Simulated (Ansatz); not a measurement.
## Squeezing CdTe

```xyz
2
Lattice="0.0000 3.2821 3.2821 3.2821 0.0000 3.2821 3.2821 3.2821 0.0000" Properties=species:S:1:pos:R:3 pbc="T T T"
Cd    0.0000    0.0000    0.0000
Te    4.9232    4.9232    4.9232
```

The base volume is that of a database entry, with shape and atoms relaxed on PAW files at held volume, so it needn't be at zero pressure; the structure needn't be the stable phase, at rest or compressed.

Its volume is scaled, and at each volume shape and atoms are relaxed on PAW files; all methods then take that cell.

Computed with Ansatz 0.2.0; functional PBE, scalar-relativistic. Settings: a Γ-centred 8×8×8 k mesh, Fermi–Dirac smearing of 0.03 eV, no spin polarisation. Methods: LAPW: all electrons, basis error target 1 meV/atom; PAW: frozen-core files, cutoff 420 eV; norm-conserving: pseudopotentials, cutoff 1120 eV.

Energies are extrapolated to zero smearing and count from the unscaled cell; pressure is positive in compression; gaps take the mesh and a band path. No temperature or zero-point motion is included.

Spin–orbit coupling is left out, which matters for the heavy atoms.

| V/V0 | V (Å³/atom) | P LAPW (GPa) | ΔE LAPW (eV/atom) | P PAW − LAPW (GPa) | ΔE PAW − LAPW (meV/atom) | gap (eV) | space group | shortest distance (Å) |
| --- | --- | --- | --- | --- | --- | --- | --- | --- |
| 1.00 | 35.36 | ? | 0.000 | -0.01 | 0.0 | 0.66 | F-43m | ? |
| 0.90 | 31.82 | 6.25 | 0.074 | -0.02 | -0.3 | 0.98 | F-43m | 2.744 |
| 0.80 | 28.28 | 15.74 | 0.306 | -0.03 | -0.7 | 1.34 | F-43m | 2.639 |
| 0.70 | 24.75 | 33.3 | 0.826 | -0.04 | -1.4 | 1.72 | F-43m | 2.524 |

Problem. Give the missing entry: row "1.00", column "shortest distance (Å)".

Solution. 2.842.

Problem. Give the missing entry: row "1.00", column "P LAPW (GPa)".

Solution. 0.93.

Problem. At the smallest volume, how far does norm-conserving lie from LAPW in pressure?

Solution. norm-conserving: +0.07 GPa, on a LAPW pressure of 33.3 GPa.

Problem. How do the Löwdin populations by LAPW change from the unscaled cell to the last row?

Solution. Cd 5s 0.88 → 0.80, Te 5s 1.91 → 1.84, Te 5p 5.03 → 5.16 electrons an atom. These are projections on the shells that the free atoms fill; 0.21 e a cell lies outside them at the start and 0.26 e at the end.
